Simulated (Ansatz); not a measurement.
Be (fcc (Cu type), Fm-3m) under volume change, the program Ansatz at the PBEsol level (PAW), scaled uniformly.

```
V (Å³/atom)  E − E(relaxed) (meV/atom)  P (GPa)
-----------  -------------------------  -------
7.096                             27.3    13.40
7.330                             11.6     8.29
7.564                              2.8     3.89
7.798                              0.0     0.00
8.032                              2.6    -3.45
8.266                              9.9    -6.46
8.500                             21.2    -9.09
```

Question: What does a third-order Birch–Murnaghan fit give for V₀, B₀ and B′?

Answer: V₀ = 7.80 Å³/atom, B₀ = 122 GPa, B′ = 3.3.

The start of the workflow was typed in or built on a structure type; neither database checked (COD, Materials Project) lists it. It is not the phase usual at ambient conditions (space group No. 194). Symmetry was held in the PBEsol relaxation; whether a distortion lowers the energy is not shown.

Potentials: the earlier of the program's two PAW sets.
